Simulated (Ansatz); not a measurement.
WO3:
```cif
data_O9W3
_chemical_formula_sum 'W3 O9'
_space_group_name_H-M_alt 'P 1'
_space_group_IT_number 1
_cell_length_a 7.38932
_cell_length_b 7.38932
_cell_length_c 3.79952
_cell_angle_alpha 90.000
_cell_angle_beta 90.000
_cell_angle_gamma 120.000
loop_
_space_group_symop_operation_xyz
  'x, y, z'
loop_
_atom_site_label
_atom_site_type_symbol
_atom_site_fract_x
_atom_site_fract_y
_atom_site_fract_z
_atom_site_occupancy
W1 W 0.50000 0.50000 0.00000 1
W2 W 0.00000 0.50000 0.00000 1
W3 W 0.50000 0.00000 0.00000 1
O1 O 0.21456 0.42912 0.00000 1
O2 O 0.78544 0.57088 0.00000 1
O3 O 0.78544 0.21456 0.00000 1
O4 O 0.21456 0.78544 0.00000 1
O5 O 0.57088 0.78544 0.00000 1
O6 O 0.42912 0.21456 0.00000 1
O7 O 0.00000 0.50000 0.50000 1
O8 O 0.50000 0.00000 0.50000 1
O9 O 0.50000 0.50000 0.50000 1
```

Relaxed with PBEsol.

Task: Which orbitals make up the states near the band edges in PBEsol in the plane-wave PAW code Ansatz?

Result: Top 1 eV of the valence band: O 2p 98 %. Bottom 1 eV of the conduction band: W 5d 83 %, O 2p 16 %. Projections are on Löwdin-orthogonalised atomic valence shells; empty p or d shells of many metals are not among them.

Task: Tabulate the density of states.

Result: States/eV per cell of 12 atoms, in 0.25 eV bins, energy from the valence-band maximum.

| E (eV) | total | O 2p | W 5d | O 2s |
|---|---|---|---|---|
| -7.22 | 0.00 | 0.00 | 0.00 | 0.00 |
| -6.97 | 5.73 | 3.39 | 2.10 | 0.03 |
| -6.72 | 6.84 | 4.24 | 2.16 | 0.07 |
| -6.47 | 4.52 | 2.94 | 1.20 | 0.09 |
| -6.22 | 4.22 | 2.83 | 1.01 | 0.11 |
| -5.97 | 3.48 | 2.40 | 0.75 | 0.10 |
| -5.72 | 3.39 | 2.28 | 0.85 | 0.09 |
| -5.47 | 7.08 | 4.58 | 2.11 | 0.17 |
| -5.22 | 9.77 | 6.42 | 2.83 | 0.20 |
| -4.97 | 7.66 | 4.84 | 2.56 | 0.12 |
| -4.72 | 5.46 | 3.53 | 1.75 | 0.08 |
| -4.47 | 8.43 | 5.83 | 2.23 | 0.17 |
| -4.22 | 9.34 | 6.49 | 2.44 | 0.19 |
| -3.97 | 8.96 | 6.22 | 2.42 | 0.14 |
| -3.72 | 9.67 | 6.84 | 2.53 | 0.12 |
| -3.47 | 9.37 | 6.88 | 2.17 | 0.10 |
| -3.22 | 7.72 | 6.02 | 1.39 | 0.09 |
| -2.97 | 7.41 | 6.01 | 1.10 | 0.07 |
| -2.72 | 7.96 | 6.12 | 1.61 | 0.05 |
| -2.47 | 7.78 | 6.20 | 1.33 | 0.05 |
| -2.22 | 5.42 | 4.50 | 0.75 | 0.04 |
| -1.97 | 5.01 | 4.47 | 0.40 | 0.04 |
| -1.72 | 8.75 | 8.01 | 0.52 | 0.07 |
| -1.47 | 11.00 | 10.38 | 0.39 | 0.08 |
| -1.22 | 14.95 | 14.39 | 0.30 | 0.08 |
| -0.97 | 14.84 | 14.41 | 0.21 | 0.06 |
| -0.72 | 9.88 | 9.68 | 0.08 | 0.03 |
| -0.47 | 5.69 | 5.62 | 0.02 | 0.01 |
| -0.22 | 4.54 | 4.52 | 0.01 | 0.00 |
| 0.03 | 1.14 | 1.14 | 0.00 | 0.00 |
| 0.28 | 0.00 | 0.00 | 0.00 | 0.00 |
| 0.53 | 0.00 | 0.00 | 0.00 | 0.00 |
| 0.78 | 0.30 | 0.02 | 0.28 | 0.00 |
| 1.03 | 0.90 | 0.11 | 0.79 | 0.00 |
| 1.28 | 0.97 | 0.17 | 0.79 | 0.00 |
| 1.53 | 1.11 | 0.24 | 0.86 | 0.00 |
| 1.78 | 1.36 | 0.34 | 1.01 | 0.00 |
| 2.03 | 1.58 | 0.43 | 1.12 | 0.00 |
| 2.28 | 2.27 | 0.67 | 1.55 | 0.00 |
| 2.53 | 6.01 | 1.86 | 3.98 | 0.04 |
| 2.78 | 6.31 | 2.03 | 4.11 | 0.04 |
| 3.03 | 4.66 | 1.56 | 2.95 | 0.03 |
| 3.28 | 4.09 | 1.40 | 2.53 | 0.02 |
| 3.53 | 5.53 | 1.97 | 3.34 | 0.02 |
| 3.78 | 5.20 | 1.93 | 3.07 | 0.01 |
| 4.03 | 7.37 | 2.84 | 4.27 | 0.02 |
| 4.28 | 8.37 | 3.10 | 4.77 | 0.07 |
| 4.53 | 6.27 | 2.31 | 3.47 | 0.07 |
| 4.78 | 4.44 | 1.68 | 2.39 | 0.03 |
| 5.03 | 2.57 | 1.01 | 1.35 | 0.00 |
| 5.28 | 2.13 | 0.85 | 1.10 | 0.00 |

Space group P6/mmm. The first step of the workflow began from a Materials Project structure, measured or hypothetical; the Crystallography Open Database files this formula in space group No. 191, but the cells were not matched. Whether it is the stable phase at ambient conditions was not checked. Symmetry was held in the PBEsol relaxation; its stability against distortions is not shown here. The run is not spin-polarised. No Hubbard U is applied. Scalar-relativistic: spin–orbit coupling is off unless named, which matters more the heavier the elements.

Potentials: the later of the program's two PAW sets.
